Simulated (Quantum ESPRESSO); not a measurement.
W4AlRu2Sc, finding a planted mistake in a log

Computed values, not a measurement. The program is pw.x of Quantum ESPRESSO 7.5 (plane-wave density functional theory). The cell is made up: eight metal atoms on a face-centred cubic lattice, with elements, volume, strain and displacements drawn at random and not relaxed, so it may be unstable or far from any real phase. PseudoDojo standard norm-conserving files set the functional (PBE unless stated); there is no spin polarisation or spin-orbit coupling, the Fermi-Dirac width of 0.25 eV means electrons at about 2900 K, and the masses in the input are unused placeholders. Heavy elements are run without spin-orbit coupling, which real alloys of them have. A spin test at this wide smearing found no moment, but such smearing suppresses magnetism that the real alloy may have.

Intended input:

```
&control calculation='scf', pseudo_dir='./dojo.nc.sr.pbe.v0_5.standard.upf', outdir='./o', disk_io='minimal', tprnfor=.true., tstress=.true. /
&system ibrav=0, nat=8, ntyp=4, nbnd=68, ecutwfc=84.00895049, nosym=.true., tot_charge=0,
 occupations='smearing', smearing='fd', degauss=0.0183746611
/
&electrons conv_thr=1.470e-08, electron_maxstep=70, mixing_beta=0.5 /
ATOMIC_SPECIES
Al 1.0 Al.upf
Ru 1.0 Ru.upf
Sc 1.0 Sc.upf
W 1.0 W.upf
CELL_PARAMETERS angstrom
1.9647 3.9701 1.9905
2.0561 -4.022 2.0028
2.0065 -0.0136 -5.9861
ATOMIC_POSITIONS angstrom
W 0.0415 -0.022 -0.0635
W 2.0121 -1.9837 -0.0152
W 1.969 0.0312 -2.0582
Al 4.0787 -2.0124 -1.9448
Ru 2.0028 0.0192 2.0119
W 1.9467 1.9947 0.0137
Ru 3.9865 -0.0198 -0.037
Sc 3.9789 1.8829 -1.9969
K_POINTS automatic
6 5 4 1 1 1
```

The log is shortened where brackets say so; the opening notice, blank lines, dates and the lines on written files are dropped, and the path of the files is cut. It prints rydbergs, bohrs and kilobars, and counts compression as positive stress. Its total energy is the free energy E - TS of the whole cell.

Log of the intended run:

```
     Program PWSCF v.7.5
     Parallel version (MPI & OpenMP), running on       4 processor cores
     Number of MPI processes:                 4
     Threads/MPI process:                     1
     [start-up lines left out]
     bravais-lattice index     =            0
     lattice parameter (alat)  =       9.1771  a.u.
     unit-cell volume          =     865.0161 (a.u.)^3
     number of atoms/cell      =            8
     number of atomic types    =            4
     number of electrons       =       102.00
     number of Kohn-Sham states=           68
     kinetic-energy cutoff     =      84.0090  Ry
     charge density cutoff     =     336.0358  Ry
     scf convergence threshold =      1.5E-08
     mixing beta               =       0.5000
     number of iterations used =            8  plain     mixing
     Exchange-correlation= PBE
                           (   1   4   3   4   0   0   0)
     [axes and pseudopotential details left out]
   Cartesian axes
     site n.     atom                  positions (alat units)
         1        W      tau(   1) = (   0.0085456  -0.0045302  -0.0130757  )
         2        W      tau(   2) = (   0.4143262  -0.4084781  -0.0031299  )
         3        W      tau(   3) = (   0.4054512   0.0064246  -0.4238190  )
         4        Al     tau(   4) = (   0.8398749  -0.4143880  -0.4004680  )
         5        Ru     tau(   5) = (   0.4124112   0.0039536   0.4142850  )
         6        W      tau(   6) = (   0.4008592   0.4107432   0.0028211  )
         7        Ru     tau(   7) = (   0.8208893  -0.0040772  -0.0076189  )
         8        Sc     tau(   8) = (   0.8193243   0.3877217  -0.4111963  )
     number of k points=    60  Fermi-Dirac smearing, width (Ry)=  0.0184
                       cart. coord. in units 2pi/alat
        k(    1) = (   0.2416027  -0.0073957  -0.0204079), wk =   0.0333333
        k(    2) = (   0.3927407  -0.0059014  -0.1725673), wk =   0.0333333
     [further k points left out]
     Dense  grid:    89967 G-vectors     FFT dimensions: (  54,  60,  72)
     Estimated max dynamical RAM per process >     344.59 MB
     Estimated total dynamical RAM >       1.28 GB
     Initial potential from superposition of free atoms
     starting charge     101.9913, renormalised to     102.0000
     Starting wfcs are   74 randomized atomic wfcs
     total cpu time spent up to now is        5.8 secs
     per-process dynamical memory:   278.2 Mb
     Self-consistent Calculation
     iteration #  1     ecut=    84.01 Ry     beta= 0.50
     Davidson diagonalization with overlap
     ethr =  1.00E-02,  avg # of iterations =  2.5
     total cpu time spent up to now is       19.1 secs
     total energy              =   -1111.29601787 Ry
     estimated scf accuracy    <       2.14301497 Ry
     iteration #  2     ecut=    84.01 Ry     beta= 0.50
     Davidson diagonalization with overlap
     ethr =  2.10E-03,  avg # of iterations =  3.4
     total cpu time spent up to now is       33.5 secs
     total energy              =   -1111.57279930 Ry
     estimated scf accuracy    <      12.75042688 Ry
     [iterations 3 to 16 left out]
     iteration # 17     ecut=    84.01 Ry     beta= 0.50
     Davidson diagonalization with overlap
     ethr =  3.31E-11,  avg # of iterations =  2.1
     total cpu time spent up to now is      229.0 secs
     total energy              =   -1112.52565195 Ry
     estimated scf accuracy    <       0.00000003 Ry
     iteration # 18     ecut=    84.01 Ry     beta= 0.50
     Davidson diagonalization with overlap
     ethr =  2.49E-11,  avg # of iterations =  1.4
     total cpu time spent up to now is      241.0 secs
     End of self-consistent calculation
     [lines on levels left out]
!    total energy              =   -1112.52565195 Ry
     estimated scf accuracy    <          3.7E-09 Ry
     smearing contrib. (-TS)   =      -0.12004105 Ry
     internal energy E=F+TS    =   -1112.40561090 Ry
     The total energy is F=E-TS. E is the sum of the following terms:
     one-electron contribution =    -256.24038563 Ry
     hartree contribution      =     182.24484871 Ry
     xc contribution           =    -219.24959040 Ry
     ewald contribution        =    -819.16048358 Ry
     convergence has been achieved in  18 iterations
     Forces acting on atoms (cartesian axes, Ry/au):
     atom    1 type  4   force =     0.00829264    0.01293295    0.01008875
     atom    2 type  4   force =     0.03870293    0.00382284   -0.03215094
     atom    3 type  4   force =    -0.02106397   -0.02898357    0.01575948
     atom    4 type  1   force =    -0.02461395    0.00454867   -0.02355853
     atom    5 type  2   force =    -0.00565980   -0.01528960   -0.00970112
     atom    6 type  4   force =    -0.02206737    0.00118508    0.01268686
     atom    7 type  2   force =     0.00775262   -0.00614109    0.00942671
     atom    8 type  3   force =     0.01865690    0.02792472    0.01744878
     Total force =     0.090697     Total SCF correction =     0.000229
     Computing stress (Cartesian axis) and pressure
          total   stress  (Ry/bohr**3)                   (kbar)     P=        0.73
   0.00006450   0.00014314   0.00003350            9.49       21.06        4.93
   0.00014314  -0.00009635  -0.00000628           21.06      -14.17       -0.92
   0.00003350  -0.00000628   0.00004673            4.93       -0.92        6.87
     init_run     :      5.53s CPU      5.73s WALL (       1 calls)
     electrons    :    230.44s CPU    235.22s WALL (       1 calls)
     forces       :      2.42s CPU      2.44s WALL (       1 calls)
     stress       :      7.85s CPU      8.02s WALL (       1 calls)
     [timing details left out]
     PWSCF        :   4m 6.32s CPU   4m11.56s WALL
     JOB DONE.
```

A second run was made from an input with one planted mistake. Its log:

```
     Program PWSCF v.7.5
     Parallel version (MPI & OpenMP), running on       4 processor cores
     Number of MPI processes:                 4
     Threads/MPI process:                     1
     [start-up lines left out]
     bravais-lattice index     =            0
     lattice parameter (alat)  =       9.1771  a.u.
     unit-cell volume          =     865.0161 (a.u.)^3
     number of atoms/cell      =            8
     number of atomic types    =            4
     number of electrons       =       102.00
     number of Kohn-Sham states=           68
     kinetic-energy cutoff     =      84.0090  Ry
     charge density cutoff     =     336.0358  Ry
     scf convergence threshold =      1.5E-08
     mixing beta               =       0.5000
     number of iterations used =            8  plain     mixing
     Exchange-correlation= PBE
                           (   1   4   3   4   0   0   0)
     [axes and pseudopotential details left out]
   Cartesian axes
     site n.     atom                  positions (alat units)
         1        W      tau(   1) = (   0.0085456  -0.0045302  -0.0130757  )
         2        W      tau(   2) = (   0.4143262  -0.4084781  -0.0031299  )
         3        W      tau(   3) = (   0.4054512   0.0064246  -0.4238190  )
         4        Al     tau(   4) = (   0.8398749  -0.4143880  -0.4004680  )
         5        Ru     tau(   5) = (   0.4124112   0.0039536   0.4142850  )
         6        W      tau(   6) = (   0.4008592   0.4107432  -0.0383624  )
         7        Ru     tau(   7) = (   0.8208893  -0.0040772  -0.0076189  )
         8        Sc     tau(   8) = (   0.8193243   0.3877217  -0.4111963  )
     number of k points=    60  Fermi-Dirac smearing, width (Ry)=  0.0184
                       cart. coord. in units 2pi/alat
        k(    1) = (   0.2416027  -0.0073957  -0.0204079), wk =   0.0333333
        k(    2) = (   0.3927407  -0.0059014  -0.1725673), wk =   0.0333333
     [further k points left out]
     Dense  grid:    89967 G-vectors     FFT dimensions: (  54,  60,  72)
     Estimated max dynamical RAM per process >     344.59 MB
     Estimated total dynamical RAM >       1.28 GB
     Initial potential from superposition of free atoms
     starting charge     101.9913, renormalised to     102.0000
     Starting wfcs are   74 randomized atomic wfcs
     total cpu time spent up to now is        5.8 secs
     per-process dynamical memory:   278.2 Mb
     Self-consistent Calculation
     iteration #  1     ecut=    84.01 Ry     beta= 0.50
     Davidson diagonalization with overlap
     ethr =  1.00E-02,  avg # of iterations =  2.5
     total cpu time spent up to now is       18.9 secs
     total energy              =   -1111.18137226 Ry
     estimated scf accuracy    <       2.29673495 Ry
     iteration #  2     ecut=    84.01 Ry     beta= 0.50
     Davidson diagonalization with overlap
     ethr =  2.25E-03,  avg # of iterations =  3.3
     total cpu time spent up to now is       33.4 secs
     total energy              =   -1111.51247306 Ry
     estimated scf accuracy    <      13.38693259 Ry
     [iterations 3 to 16 left out]
     iteration # 17     ecut=    84.01 Ry     beta= 0.50
     Davidson diagonalization with overlap
     ethr =  2.47E-10,  avg # of iterations =  1.9
     total cpu time spent up to now is      218.9 secs
     total energy              =   -1112.50579904 Ry
     estimated scf accuracy    <       0.00000015 Ry
     iteration # 18     ecut=    84.01 Ry     beta= 0.50
     Davidson diagonalization with overlap
     ethr =  1.44E-10,  avg # of iterations =  1.0
     total cpu time spent up to now is      229.2 secs
     End of self-consistent calculation
     [lines on levels left out]
!    total energy              =   -1112.50579906 Ry
     estimated scf accuracy    <          1.6E-09 Ry
     smearing contrib. (-TS)   =      -0.12091479 Ry
     internal energy E=F+TS    =   -1112.38488426 Ry
     The total energy is F=E-TS. E is the sum of the following terms:
     one-electron contribution =    -258.65226243 Ry
     hartree contribution      =     183.47788372 Ry
     xc contribution           =    -219.27307150 Ry
     ewald contribution        =    -817.93743406 Ry
     convergence has been achieved in  18 iterations
     Forces acting on atoms (cartesian axes, Ry/au):
     atom    1 type  4   force =     0.01273968    0.00562511    0.00368944
     atom    2 type  4   force =    -0.00244844    0.00157969   -0.06651058
     atom    3 type  4   force =    -0.01240319   -0.03778331    0.01117274
     atom    4 type  1   force =    -0.01479126    0.00482856   -0.03283298
     atom    5 type  2   force =    -0.00590863   -0.00382110   -0.01388252
     atom    6 type  4   force =    -0.03122957   -0.00451513    0.09021414
     atom    7 type  2   force =     0.01059653    0.00618286    0.00556358
     atom    8 type  3   force =     0.04344488    0.02790333    0.00258619
     Total force =     0.141056     Total SCF correction =     0.000137
     Computing stress (Cartesian axis) and pressure
          total   stress  (Ry/bohr**3)                   (kbar)     P=        8.17
   0.00017122   0.00013782   0.00001964           25.19       20.27        2.89
   0.00013782  -0.00006975  -0.00000898           20.27      -10.26       -1.32
   0.00001964  -0.00000898   0.00006506            2.89       -1.32        9.57
     init_run     :      5.48s CPU      5.70s WALL (       1 calls)
     electrons    :    218.59s CPU    223.46s WALL (       1 calls)
     forces       :      2.15s CPU      2.18s WALL (       1 calls)
     stress       :      7.41s CPU      7.60s WALL (       1 calls)
     [timing details left out]
     PWSCF        :   3m53.70s CPU   3m59.07s WALL
     JOB DONE.
```

Question: the log repeats what the program read. Compare it with the intended run: what was wrong in the second input?

Answer: one coordinate of one atom is wrong. The input lines that differ:

```
- W 1.9467 1.9947 0.0137
+ W 1.9467 1.9947 -0.1863
```

|  | intended run | run with the mistake |
| --- | --- | --- |
| free energy (eV) | -15136.683 | -15136.412 |
| entropy term -TS, part of it (eV) | -1.633 | -1.645 |
| pressure (GPa) | 0.07 | 0.82 |
| size of the largest force component (eV/Å) | 0.995 | 2.319 |
| largest change of a force component (eV/Å) |  | 1.993 |
| iterations | 18 | 18 |

For scale, a rerun of the intended cell at a higher cutoff and on a denser mesh moved values by no more than 0.004 eV in energy, 0.05 GPa in stress and 0.003 eV/Å in force, and a second program with other atomic files agreed on that cell to 2 % rms in force and 0.5 GPa in pressure.